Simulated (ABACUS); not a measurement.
Set-up for a self-consistent single point of a model cell of FeGe (Fm-3m, 2 atoms in the cell; prototype structure).

```xyz
2
Lattice="0.0000 2.5624 2.5624 2.5624 0.0000 2.5624 2.5624 2.5624 0.0000" Properties=species:S:1:pos:R:3 pbc="T T T"
Ge     0.0000     0.0000     0.0000
Fe     2.5624     2.5624     2.5624
```
Starting moments (μB, in the order of the atoms Ge Fe): 0.0 4.0.

All values come from this method and carry its errors: ABACUS with PBE, numerical atomic orbitals TZP (confined pseudo-atomic orbitals with Gaussian additions; energy shift 0.01 Ry), PseudoDojo 0.5 standard norm-conserving PBE (tails mended) pseudopotentials.

ABACUS settings:

| setting | value |
|---|---|
| basis | TZP numerical atomic orbitals, energy shift 0.01 Ry |
| KPT | MP 11 11 11 0 0 0 |
| basis_type | lcao |
| ecutwfc | 100 Ry |
| smearing_method | fd |
| smearing_sigma | 0.00367493 Ry |
| nspin | 2 |
| potentials | PseudoDojo 0.5 standard norm-conserving PBE (tails mended) |
| symmetry | 1 |
| symmetry_prec | 1e-05 |
| nbands | 21 |
| ks_solver | genelpa |
| scf_nmax | 100 |
| scf_thr | 1.0e-07 |
| mixing_type | pulay |

Results:

```
Property                                                  Value
------------------------------------------------  -------------
Number of valence electrons                                  30
Number of bands                                              21
Number of k-points after the program's reduction             56
Size of the basis                                            70
Number of SCF iterations                                     16
Free energy E − TS                                -5840.1814 eV
Fermi level (on the code's own zero)                   12.96 eV
Pressure                                              -5.71 GPa
Total moment of the cell                                2.61 μB
```

Stress (GPa, positive for compression):
```
-5.71   0.00   0.00
 0.00  -5.71   0.00
 0.00   0.00  -5.71
```

For comparison: a first run was changed to give this one (volume scaled by 0.98), and from it to this one the free energy goes down by 13.4 meV/atom, the pressure goes from -6.90 to -5.71 GPa and the net moment hardly changes (1.33 to 1.30 μB/atom).

Lattice and positions were typed or generated, without prior relaxation. The atom-centred basis is finite, which shifts total energies and pressures against plane waves. The run is spin-polarised and ends with a net moment of 2.61 μB in the cell. With one magnetic atom the cell allows parallel order alone; another order can lie lower.

Cost on one core: about 80 core-seconds (a rough figure).

The atomic orbitals were generated for these runs; they are not ABACUS's published sets and were checked against plane waves on a few crystals only.

“Tails mended”: in these copies of the files the far tail of each local potential was reset to the Coulomb form.
